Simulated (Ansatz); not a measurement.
One crystal and one scan (energy against volume) at two levels, PBE (plane waves to 420 eV, PAW, scalar-relativistic; Ansatz, a quantum-chemistry and plane-wave program) and PBEsol (plane waves to 420 eV, PAW, scalar-relativistic; Ansatz), each from its own relaxed cell and on its own mesh.

The crystal is SiO2 (alpha-cristobalite type, space group P4_12_12); the cell is scaled evenly about its relaxed volume V₀.

Energies are smeared free energies. SiO2 was relaxed with its symmetry unable to fall. With the shape held, the modulus is that of even scaling; a crystal free to change shape is softer.

```json
[
 {"quantity": "Lattice constant a (Å)", "run 1": "5.031", "run 2": "5.085"},
 {"quantity": "Lattice constant c (Å)", "run 1": "7.014", "run 2": "7.100"},
 {"quantity": "Relaxed volume (Å³/atom)", "run 1": "14.79", "run 2": "15.30"},
 {"quantity": "Bulk modulus at fixed cell shape B₀ (third-order Birch-Murnaghan fit) (GPa)", "run 1": "14.2", "run 2": "17.3"},
 {"quantity": "Pressure derivative B₀′ (fit)", "run 1": "3.0", "run 2": "2.3"}
]
```

Problem. Which run is which level?

Solution. Run 2 is PBE, run 1 is PBEsol. PBE gives the higher value for: lattice constant a; lattice constant c; relaxed volume; bulk modulus at fixed cell shape B₀. PBE gives the lower value for: pressure derivative B₀′.

(Under strain, the slope of the energy per volume gives the stress and its curvature an elastic modulus.)
